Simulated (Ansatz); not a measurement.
Input file for Ansatz (a quantum-chemistry and plane-wave program):

Ansatz 0.2 input:
```yaml
crystal:
  lattice:
    - [0.0, 2.2625919311, 2.2625919311]
    - [2.2625919311, 0.0, 2.2625919311]
    - [2.2625919311, 2.2625919311, 0.0]
  atoms:
    - { symbol: Zr, position: [0.5, 0.5, 0.5] }
    - { symbol: N, position: [0.0, 0.0, 0.0] }
kpoints:
  mp_grid: { grid: [16, 16, 16] }
hamiltonian:
  xc: lda
  pseudopotentials: { azcp: { folder: ./paw }, kind: paw }
scf:
  occupations: { method: fermi_dirac, width: 0.1 }
phonons:
  method: dfpt
  response_accuracy: low
  eigenvectors: true
  rigid_motions: translations
```

Output (shortened):

```
zone centre: on kpoints.mp_grid the ground state, and the responses unless they are solved on pairs of k-points, stand on 349 of the mesh's 4096 k-points, …
Pseudopotentials: kind: paw
Pseudopotential: Zr, paw, valence charge 12
Pseudopotential: N, paw, valence charge 5
Functional definition: SPW92
Crystal: 2 atoms, lattice volume = 23.166 Å³
Basis set: ecut = 420 eV, 459 PW (Γ), exchange–correlation on 48×48×48 points (8 copies of the dense FFT grid, shifted against one another)
Bands: 13, of which v1, the nominal top of the filled ones, is band 9 counted from 1 (8 counted from 0)
Symmetry: 48 space group operations
k-points: 349 of 4096 (irreducible under 8 space group operations, time reversal used)
PAW frozen core: Zr, regenerated for the run's functional, and the local potential with it
PAW frozen core: N, regenerated for the run's functional, and the local potential with it
Initial density: superposition of atomic densities (chi_scale 0.1, normalization cell, long waves kept (reshape's long-wave potential 0.00 eV rms))
Initial wavefunctions: pseudopotential atomic-orbital guess
Eigensolver: davidson
Functional: x = slater, c = lda
SCF iter   1: F=—  HF=-4455.475996 eV  |F-HF|=—  |Δ(HF+E_count)|=         —  Δρ=4.28e-2  dr2=5.16e-1  ethr=3.10e-3  ⟨swp⟩=5.0  Hψ=22423  notcnv=0
all-band conjugate gradients solve this SCF's bands
preconditioner: auto → none
SCF iter   2: F=—  HF=-4455.426059 eV  |F-HF|=—  |Δ(HF+E_count)|=   4.99e-2  Δρ=2.89e-2  dr2=2.47e-1  ethr=3.03e-3  ⟨swp⟩=1.0  Hψ=7329  notcnv=0
SCF iter   3: F=—  HF=-4455.370289 eV  |F-HF|=—  |Δ(HF+E_count)|=   5.58e-2  Δρ=1.54e-3  dr2=1.85e-4  ethr=1.45e-3  ⟨swp⟩=2.0  Hψ=7263  notcnv=0
SCF iter   4: F=—  HF=-4455.370514 eV  |F-HF|=—  |Δ(HF+E_count)|=   2.25e-4  Δρ=3.06e-4  dr2=2.25e-5  ethr=1.09e-6  ⟨swp⟩=2.1  Hψ=8563  notcnv=0
SCF iter   5: F=—  HF=-4455.370510 eV  |F-HF|=—  |Δ(HF+E_count)|=   3.42e-6  Δρ=3.43e-5  dr2=7.76e-8  ethr=1.33e-7  ⟨swp⟩=2.2  Hψ=7447  notcnv=0
SCF iter   6: F=—  HF=-4455.370510 eV  |F-HF|=—  |Δ(HF+E_count)|=   5.72e-7  Δρ=5.31e-6  dr2=3.01e-9  ethr=4.57e-10  ⟨swp⟩=2.0  Hψ=7562  notcnv=0
SCF iter   7: F=—  HF=-4455.370510 eV  |F-HF|=—  |Δ(HF+E_count)|=  1.80e-10  Δρ=1.33e-6  dr2=3.21e-10  ethr=1.77e-11  ⟨swp⟩=2.0  Hψ=7545  notcnv=0
SCF iter   8: F=-4455.370510 eV  HF=-4455.370510 eV  |F-HF|=4.55e-12  |Δ(HF+E_count)|=  8.46e-11  Δρ=1.90e-7  dr2=6.52e-12  ethr=1.00e-12  ⟨swp⟩=4.1  Hψ=20620  notcnv=0
SCF 1 converged in 8 iterations: F = -4455.370510 eV  dr2 = 6.52e-12
DFPT response loops at Γ: preconditioner auto → Kerker (q_TF=auto, 2.591 Å⁻¹) (partly filled bands, converged f_vac=0.000) …
SCF converged after 8 iterations
Free energy (F): -4455.370510 eV
Harris-Foulkes:  -4455.370510 eV  (|F-HF|=4.55e-12)
Internal energy: -4455.350214 eV  (E = F + TS)
E sigma→0 (E₀):  -4455.360362 eV
Entropy (-TS):   -0.020295 eV (-10.148 meV/atom)
Fermi energy:    18.062268 eV
--- Per-component energies (eV) ---
  E_band       = -17.874233
  E_kinetic    = 449.869820
  E_local      = -569.642321  (includes V_loc(G=0)·N_el)
  E_nonlocal   = 113.818810
  E_hartree    = 183.754644
  E_xc         = -215.325089
  E_vxc        = -261.244446  (∫ρ·V_xc dr)
  E_paw        = -2977.401275  (= ΣΔE_a)
  E_vpaw       = -118.186112  (= ΣTr[D̂ρ^β])
  E_aug_tail   = 0.000759  (compensation charges beyond the density's cutoff)
  E_ewald      = -1440.876007
  E_core_change = 0.450444  (= ΣΔE_core)
  E_smearing   = -0.020295  (= −TS)
  E_closure    = 0.000000  (closes the sum)
  Σ components = -4455.370510   (vs F -4455.370510, Δ=0.00e0)
  [band-id]    e_kinetic+e_local+e_nonlocal+2·e_hartree+e_vxc+e_vpaw+e_augmentation_tail = -17.874201   (vs E_band -17.874233, Δ=3.22e-5)
--- Band table (eV; the first three rows and the last of 349) ---
  k-point 0: bands = ["-31.2366", "-8.8681", "-8.8681", "-8.8681", "1.8412", "15.3832", "15.3832", "15.3832", "17.6199", "17.6199", "17.6199", "19.7161", "19.7161"]
  k-point 1: bands = ["-31.2302", "-8.9268", "-8.8723", "-8.8723", "1.9317", "15.0283", "15.1309", "15.1309", "17.7491", "17.7491", "17.7553", "20.0307", "20.0307"]
  k-point 2: bands = ["-31.2118", "-9.0901", "-8.8840", "-8.8840", "2.1880", "14.2214", "14.5631", "14.5631", "18.0140", "18.0807", "18.0807", "20.8304", "20.8304"]
  k-point 348: bands = ["-31.0085", "-9.6222", "-9.6222", "-9.3606", "3.0527", "12.4837", "13.3085", "13.3085", "19.1309", "19.1309", "22.9076", "23.1072", "24.3229"]
  band table: 13 of 13 bands, residual norms ≤ 1.0e-3 eV
--- Phonons (Γ-DFPT): 2 representative perturbations + reference, on 349 of 4096 k-points (Σ response iterations 5) ---
  k mesh reduced under 8 symmetry operations, with k and −k counted as one. Each operation leaves every solved perturbation unchanged …
  ASR residual: 2.278e-4 → 0.000e0 eV/Å²; symmetrization residual: 8.647e-6 eV/Å²
  ASR residual per site (eV/Å²): 2.28e-4 1.18e-4
  Γ frequencies (cm⁻¹): 0.00 0.00 0.00 511.65 511.65 511.65
  non-analytic LO–TO correction: not included (Born effective charges unavailable; polar crystals: no LO–TO splitting at Γ)
```

Cost: very roughly 20 core-seconds on shared cores.

Space group Fm-3m (rock salt). Symmetry was held in the LDA relaxation. The run is not spin-polarised. With an odd number of electrons in the cell and no spin polarisation, the count alone makes it a metal. As this level gives no gap, phonon frequencies hold no LO–TO term and depend on the k-mesh and smearing (Fermi–Dirac, 0.1 eV here). Scalar-relativistic: spin–orbit coupling is off unless named, which matters more the heavier the elements.

Potentials: the earlier of the program's two PAW sets. The files were generated under PBE; for other functionals the program regenerates the frozen cores, and for LDA and PBEsol the local potential too.

Ansatz is a plane-wave DFT program.
